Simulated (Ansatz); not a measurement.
Input and command of a plane-wave DFT calculation in Ansatz:

```yaml
crystal:
  lattice:
    - [5.2325950936, 0.0, 0.0]
    - [0.0, 5.2325950936, 0.0]
    - [0.0, 0.0, 5.2325950936]
  atoms:
    - { symbol: Ca, position: [0.134, 0.134, 0.134] }
    - { symbol: Ca, position: [0.366, 0.866, 0.634] }
    - { symbol: Ca, position: [0.634, 0.366, 0.866] }
    - { symbol: Ca, position: [0.866, 0.634, 0.366] }
    - { symbol: F, position: [0.8445, 0.8445, 0.8445], spin: 1.0 }
    - { symbol: F, position: [0.6555, 0.1555, 0.3445], spin: 1.0 }
    - { symbol: F, position: [0.3445, 0.6555, 0.1555], spin: 1.0 }
    - { symbol: F, position: [0.1555, 0.3445, 0.6555], spin: 1.0 }
basis:
  ecutwfc: 420
kpoints:
  mp_grid: { grid: [4, 4, 4] }
hamiltonian:
  xc: pbe
scf:
  occupations: { method: gaussian, width: 0.1 }
  lower_state_search: "off"
output:
  forces: true
  stress: true
  eigenvalues: true
  populations: true
magnetization:
  spin_polarized: true
```

```bash
ansatz run input.yaml --threads 1 --pin off --max-ram 2560MiB --backend cpu --events-out ev --progress --plain --runs-dir out
```

Processor: Intel(R) Xeon(R) Platinum 8259CL CPU @ 2.50GHz (Skylake/Cascade Lake), 1 thread, on a host shared with other jobs.

Task: How long does it run, and how much memory does it take?

Result: About 37 s on 1 thread of Intel(R) Xeon(R) Platinum 8259CL CPU @ 2.50GHz (Skylake/Cascade Lake), with other jobs on the host, peak memory 0.45 GiB. It solves 44 bands at 11 k points (the mesh reduced by the symmetry that the task leaves, which can be less than the crystal's) with about 2801 plane waves, in 23 SCF iterations.
